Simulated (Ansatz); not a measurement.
Relaxed BaZrO₃ (cubic perovskite):

```xyz
5
Lattice="4.2272 0.0000 0.0000 0.0000 4.2272 0.0000 0.0000 0.0000 4.2272" Properties=species:S:1:pos:R:3 pbc="T T T"
Ba     0.0000     0.0000     0.0000
Zr     2.1136     2.1136     2.1136
O      0.0000     2.1136     2.1136
O      2.1136     2.1136     0.0000
O      2.1136     0.0000     2.1136
```

Computed with PBE (plane waves to 420 eV, PAW, scalar-relativistic; Ansatz, a quantum-chemistry and plane-wave program). k mesh 6×6×6 (Γ-centred), Fermi-Dirac smearing 0.05 eV. BaZrO3 is run without spin polarisation. BaZrO3 was relaxed with its symmetry unable to fall.

One atom of the cell was then moved (with its periodic images), all else fixed, and the forces (eV/Å) came out as:

```tsv
atom	Fx	Fy	Fz
Ba1	0.110	-0.057	-0.057
Zr2	0.324	0.041	0.041
O3	-1.077	-0.254	-0.254
O4	0.321	-0.054	0.323
O5	0.321	0.323	-0.054
```

Q: Which atom was moved, and by which vector (Å)?

A: O3, by (0.10, 0.10, 0.10), 0.17 Å in all.

(For displaced atoms, the force is minus the slope of the energy, and its curvature is a force constant, which sets phonon frequencies.)
